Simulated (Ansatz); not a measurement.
Starting cell, C (graphite type, space group P6_3/mmc):

```yaml
crystal:
  lattice:
    - [2.46500, 0.00000, 0.00000]
    - [-1.23250, 2.13475, 0.00000]
    - [0.00000, 0.00000, 6.73046]
  atoms:
    - { symbol: C, position: [0.00000, 0.00000, 0.25000] }
    - { symbol: C, position: [0.00000, 0.00000, 0.75000] }
    - { symbol: C, position: [0.33333, 0.66667, 0.25000] }
    - { symbol: C, position: [0.66667, 0.33333, 0.75000] }
```

In this cell atom 2 (C, nearest neighbour C at 1.423 Å; its periodic images, 2.5 Å or more away, move with it) is moved by u·(1.000, 0.000, 0.000) + v·(0.000, 1.000, 0.000); the rest is frozen.

Method: PBE-D3(BJ) (plane waves to 420 eV, PAW, scalar-relativistic; Ansatz, a program for electronic structure). k mesh 12×12×4 (Γ-centred), Fermi-Dirac smearing 0.05 eV. E stands for the smeared free energy. Points where atoms come too close for the PAW data are left out (x in tables, blank in figures). With partly filled bands, energies and forces of such displacements shift with the k mesh and the smearing. Fu and Fv are the components of the force on the atom. C was relaxed with its symmetry unable to fall. The zero of ΔE is the undisplaced structure. Axes are in Å.

ΔE (meV/cell), with u across and v down:

```tsv
v \ u	-0.210	-0.140	-0.070	0.000	0.070	0.140	0.210
-0.210	1837	1601	1449	1393	1449	1601	1837
-0.140	1319	928	675	588	675	928	1319
-0.070	1106	575	247	137	247	575	1106
0.000	1177	527	130	0	130	527	1177
0.070	1515	745	277	122	277	745	1515
0.140	2085	1175	644	465	644	1175	2085
0.210	x	1753	1166	971	1166	1753	x
```

Fu (eV/Å), with u across and v down:

```csv
v \ u,-0.210,-0.140,-0.070,0.000,0.070,0.140,0.210
-0.210,3.95,2.82,1.55,0.00,-1.55,-2.82,-3.95
-0.140,6.27,4.67,2.47,0.00,-2.47,-4.67,-6.27
-0.070,8.79,6.24,3.13,0.00,-3.13,-6.24,-8.79
0.000,10.88,7.58,3.75,0.00,-3.75,-7.58,-10.88
0.070,13.30,8.96,4.42,0.00,-4.42,-8.96,-13.30
0.140,16.13,10.07,5.10,0.00,-5.10,-10.07,-16.13
0.210,x,11.62,5.44,0.00,-5.44,-11.62,x
```

What the scan shows:

Principal force constants in the plane (five-point differences of the forces): 53.4 eV/Å², isotropic. Centre of the map: a minimum. Lowest place on the grid: u = 0.000 Å, v = 0.000 Å (0 meV/cell).

(A displaced cell: forces are minus the slopes of the energy, force constants its curvatures, and phonons follow from these.)
